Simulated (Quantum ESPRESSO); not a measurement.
```cif
data_As3Cs3F18
_chemical_formula_sum 'F18 As3 Cs3'
_space_group_name_H-M_alt 'R-3 :H'
_space_group_IT_number 148
_space_group_name_Hall '-R 3'
_cell_length_a 7.71172
_cell_length_b 7.71172
_cell_length_c 7.86615
_cell_angle_alpha 90.000
_cell_angle_beta 90.000
_cell_angle_gamma 120.000
loop_
_atom_site_label
_atom_site_type_symbol
_atom_site_symmetry_multiplicity
_atom_site_Wyckoff_symbol
_atom_site_fract_x
_atom_site_fract_y
_atom_site_fract_z
_atom_site_occupancy
F1 F 18 f 0.06045 0.20680 0.12914 1
As1 As 3 a 0.00000 0.00000 0.00000 1
Cs1 Cs 3 b 0.00000 0.00000 0.50000 1
```
(The calculation used a cell of 8 atoms; values per cell refer to that cell.)

The geometry is that of Materials Project entry mp-9820, symmetrised and not relaxed again.

### Question
What does norm-conserving PBEsol (Quantum ESPRESSO, 84 Ry, no spin-orbit coupling) give for the electronic structure near the Fermi level?

### Answer
The PBEsol gap is direct, 5.67 eV at Γ. Another valence extremum on the path lies within 0.02 eV, too close to call. Spin-orbit splittings are left out.

The structure is a Materials Project entry; no match was found in the copy of COD used, and its stability was not checked.
